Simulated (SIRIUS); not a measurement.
Variants of one calculation on HfO₂ (P2_1/c, 12 atoms in the cell; from Materials Project mp-352, lattice scaled a little)

```
HfO2
1.0
    5.20625     0.00000     0.00000
    0.00000     5.26395     0.00000
   -0.89544     0.00000     5.31742
Hf O
4 8
Direct
  0.27614   0.45806   0.70791
  0.72386   0.54194   0.29209
  0.72386   0.95806   0.79209
  0.27614   0.04194   0.20791
  0.44800   0.74253   0.97858
  0.55200   0.25747   0.02142
  0.55200   0.24253   0.52142
  0.44800   0.75747   0.47858
  0.06836   0.33076   0.34625
  0.93164   0.66924   0.65375
  0.93164   0.83076   0.15375
  0.06836   0.16924   0.84625
```

Base run A: LDA (PW92), GBRV LDA ultrasoft pseudopotentials run with SIRIUS, self-consistent single point.

Its settings: parameters.ngridk = 4 3 3; parameters.xc_functionals = [XC_LDA_X, XC_LDA_C_PW]; parameters.gk_cutoff = 6.325 1/bohr; parameters.pw_cutoff = 14.143 1/bohr; parameters.smearing = gaussian; parameters.smearing_width = 0.000367493 Ha; potentials = GBRV LDA ultrasoft pseudopotentials; parameters.electronic_structure_method = pseudopotential; parameters.num_bands = 58; parameters.num_mag_dims = 0; parameters.num_dft_iter = 100; parameters.energy_tol = 1e-07 Ha; parameters.density_tol = 1e-06; mixer.type = anderson; mixer.beta = 0.7; mixer.use_hartree = false.

Spin-orbit coupling is left out, which matters for bands and gaps with elements this heavy. The structure comes from a collection of computed structures, made at another level of theory; the collection holds predicted forms beside known ones. Its lattice was then scaled. At this pressure the cell is far from its equilibrium volume at this level.

ΔF is the free energy per atom less that of run A. 

A variant of run A gave: the free energy stays essentially unchanged (within 1 meV/atom), the pressure hardly changes (-20.40 to -20.38 GPa) and the largest force goes from 0.382 to 0.504 eV/Å.

**Question.** Which change was made?
A. parameters.energy_tol: 1e-07 Ha → 1e-06 Ha
B. atom 8 moved by -0.04 angstrom along y
C. parameters.num_bands: 58 → 50
D. parameters.smearing_width: 0.000367493 Ha → 0.0183747 Ha

**Answer.** B, atom 8 moved by -0.04 angstrom along y. That run gave: ΔF (meV/atom) 0.70; pressure (GPa) -20.38; largest force (eV/Å) 0.504; k-points 19.

The base and the other variants:

```json
[
 {"change": "base", "ΔF (meV/atom)": "0.00", "pressure (GPa)": "-20.40", "largest force (eV/Å)": "0.382", "k-points": "14"},
 {"change": "lattice vector a scaled by 0.99", "ΔF (meV/atom)": "-14.0", "pressure (GPa)": "-18.45", "largest force (eV/Å)": "0.258", "k-points": "14"},
 {"change": "parameters.smearing_width: 0.000367493 Ha → 0.0183747 Ha", "ΔF (meV/atom)": "0.00", "pressure (GPa)": "-20.40", "largest force (eV/Å)": "0.382", "k-points": "14"},
 {"change": "parameters.ngridk: 4 3 3 → 2 2 2", "ΔF (meV/atom)": "2.9", "pressure (GPa)": "-20.36", "largest force (eV/Å)": "0.395", "k-points": "8"},
 {"change": "parameters.pw_cutoff: 14.143 1/bohr → 12.65 1/bohr", "ΔF (meV/atom)": "0.21", "pressure (GPa)": "-20.39", "largest force (eV/Å)": "0.382", "k-points": "14"},
 {"change": "parameters.num_bands: 58 → 50", "ΔF (meV/atom)": "0.00", "pressure (GPa)": "-20.40", "largest force (eV/Å)": "0.382", "k-points": "14"},
 {"change": "parameters.energy_tol: 1e-07 Ha → 1e-06 Ha", "ΔF (meV/atom)": "0.00", "pressure (GPa)": "-20.40", "largest force (eV/Å)": "0.382", "k-points": "14"}
]
```
